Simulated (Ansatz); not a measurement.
**TiC with Sn replacing C: gradients before and after relaxing the atoms**

Start: a supercell of TiC (rock salt type, Fm-3m) built from a structure deposited in the COD (the entry's cell lengths or inner coordinates differ somewhat from later room-temperature determinations), with all atoms left at the host's positions.

Space group Fm-3m (No. 225); a = 12.9558 Å.

| site | Wyckoff | site symmetry | x | y | z |
| --- | --- | --- | --- | --- | --- |
| Ti1 | 32f | .3m | 0.3333 | 0.8333 | 0.8333 |
| Ti2 | 24e | 4m.m | 0.5000 | 0.0000 | 0.8333 |
| Ti6 | 48h | m.m2 | 0.8333 | 0.1667 | 0.0000 |
| Ti27 | 4a | m-3m | 0.0000 | 0.5000 | 0.5000 |
| Sn | 4b | m-3m | 0.5000 | 0.0000 | 0.0000 |
| C29 | 48i | m.m2 | 0.6667 | 0.1667 | 0.0000 |
| C32 | 32f | .3m | 0.8333 | 0.1667 | 0.1667 |
| C42 | 24e | 4m.m | 0.0000 | 0.5000 | 0.3333 |

One atom of each set is listed; the run and its k-mesh use a cell of 54 atoms with edges of 9.16, 9.16, 9.16 Å.

Level of theory: DFT, PBE, plane waves and PAW, scalar-relativistic, 420 eV cutoff, Γ-centred 3×3×3 k-points, Fermi–Dirac smearing 0.01 eV (Ansatz 0.2.0).

The largest force at the start is 10 eV/Å. Relaxing the ions at fixed cell moves them by 0.268 Å at most (atom 5, Ti) and 0.092 Å rms.

```json
{"site": "Ti1", "moved (Å)": "0.004", "first shell before": "6 C at 2.16 Å", "first shell after": "6 C at 2.15–2.16 Å", "V_zz before (10²¹ V/m²)": "0.21", "η before": "0.00"}
{"site": "Ti2", "moved (Å)": "0.268", "first shell before": "5 C at 2.16 Å, 1 Sn at 2.16 Å", "first shell after": "5 C at 1.95–2.18 Å", "V_zz before (10²¹ V/m²)": "0.58", "η before": "0.00"}
{"site": "Ti6", "moved (Å)": "0.013", "first shell before": "6 C at 2.16 Å", "first shell after": "6 C at 2.14–2.17 Å", "V_zz before (10²¹ V/m²)": "-0.084", "η before": "0.79"}
{"site": "Sn", "moved (Å)": "0.000", "first shell before": "6 Ti at 2.16 Å", "first shell after": "6 Ti at 2.43 Å", "V_zz before (10²¹ V/m²)": "0.00", "η before": "–"}
{"site": "C29", "moved (Å)": "0.010", "first shell before": "6 Ti at 2.16 Å", "first shell after": "6 Ti at 2.14–2.18 Å", "V_zz before (10²¹ V/m²)": "0.27", "η before": "0.16"}
{"site": "C32", "moved (Å)": "0.008", "first shell before": "6 Ti at 2.16 Å", "first shell after": "6 Ti at 2.15–2.16 Å", "V_zz before (10²¹ V/m²)": "<0.005", "η before": "–"}
{"site": "C42", "moved (Å)": "0.059", "first shell before": "6 Ti at 2.16 Å", "first shell after": "6 Ti at 1.95–2.17 Å", "V_zz before (10²¹ V/m²)": "0.20", "η before": "0.00"}
```

Question: What are V_zz and η after the relaxation?

Answer: 

| site | V_zz after | η after | change of V_zz |
| --- | --- | --- | --- |
| Ti1 | 0.30 | 0.00 | +0.09 |
| Ti2 | 0.79 | 0.00 | +0.21 |
| Ti6 | -1.11 | 0.99 | – |
| Sn | 0.00 | – | 0.00 |
| C29 | -0.32 | 0.60 | – |
| C32 | -0.036 | 0.00 | -0.04 |
| C42 | -0.63 | 0.00 | -0.83 |

The largest change of V_zz along a kept axis is on C42, from 0.20 to -0.63. Small gradients that grow severalfold: Ti6 (-0.084 to -1.11). V_zz changes sign on C42 (same axis). On C29, Ti6 the largest principal value lies along another axis in the second run, so the two V_zz can't be compared directly. Other sites without a gradient aren't listed. The electronic state changes along with the positions (a gap opens), so the changes aren't those of geometry alone.

The defect repeats with the cell of 54 atoms, so it feels its images: sites between two images don't show the values beside a lone defect, and zeros or small values of η there can come from the images' arrangement.
Before: The run isn't spin-polarised, and a state with spin may lie lower. The defect cell has no gap above 0.1 eV on its mesh, so the values can hang on the smearing and the k-mesh. Without spin–orbit coupling (the program notes it for Sn) the gradients can shift somewhat, as the gap is small. The cell keeps the host's lattice, where the PBE pressure is 15 GPa. The neighbours have not yet relaxed around the defect (largest force 10 eV/Å), so the values at and beside it are those of a strained start, not of the defect in a real crystal.
After: The relaxation keeps the site symmetry m-3m of the start, so the impurity can't leave its site; a start off the site could end lower. With a gap of 0.2 eV on this mesh, small gradients can still move by 0.1 × 10²¹ V/m² or more as the k-mesh gets denser. The cell keeps the host's lattice, where the PBE pressure is 12 GPa.
